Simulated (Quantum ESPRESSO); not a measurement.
```xyz
5
Lattice="3.2020 -3.2081 0.0000 3.2020 3.2081 0.0000 0.0000 0.0000 4.5244" Properties=species:S:1:pos:R:3 pbc="T T T"
F      1.6010     1.6040     0.0000
F      1.6010    -1.6040     0.0000
F      3.2020     0.0000     2.2622
K      0.0000     0.0000     2.2622
Hg     3.2020     0.0000     0.0000
```

The geometry is that of Materials Project entry mp-7483, symmetrised and not relaxed again.

### Question
What does LDA (pw.x of Quantum ESPRESSO, ONCV potentials, scalar-relativistic) give for the electronic structure near the Fermi level?

### Answer
The LDA gap is indirect, 0.31 eV, from A to Γ; the smallest direct gap is 2.88 eV. Another valence extremum on the path lies within 0.02 eV, too close to call. Spin-orbit coupling is left out, which matters for elements this heavy: edges can move by tenths of an eV.

Letters of k points follow the standard setting of the lattice, whose axes may be ordered differently from the printed cell.
